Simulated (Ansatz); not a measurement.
A geometry of Bi away from equilibrium: the start of the relaxation of a randomly generated symmetric cell of Bi (space group No. 183). All values below come from PBE (plane waves to 420 eV, PAW, scalar-relativistic; Ansatz, an electronic-structure program). Γ-centred k-mesh 7×7×6 on the run's cell (coarser than for final values), Fermi–Dirac smearing 0.05 eV.

```xyz
4
Lattice="5.7682 0.0000 0.0000 -2.8841 4.9954 0.0000 0.0000 0.0000 5.5313" Properties=species:S:1:pos:R:3 pbc="T T T"
Bi     2.8841     0.0000     4.5799
Bi    -1.4420     2.4977     4.5799
Bi     1.4420     2.4977     4.5799
Bi     0.0000     0.0000     5.3602
```

Question: Which atoms carry the largest force, and which way does it point?

Answer: 2.42 eV/Å, on Bi4 (atoms numbered as listed); on Bi4 its components are (0.00, 0.00, 2.42).

Question: What is the pressure?

Answer: +18.9 GPa, compression positive.

Question: How much energy per atom can still be gained by relaxing?

Answer: 1.22 to 1.26 eV/atom (the two k-meshes of the run give this range); the path ends in P6/mmm (No. 191) (AFLOW prototype A_hP1_191_a (A_f, as in Sn)).

No spin polarisation in the result.

The run could not lose the symmetry of its start; a randomly shaken copy of 2 atoms returns to this structure.

The end of the path is a generated cell of Bi: the first start was made by a random draw of sites in a space group, and the end was not matched to a known phase here, so it may be hypothetical. Known forms of Bi include space group No. 166.
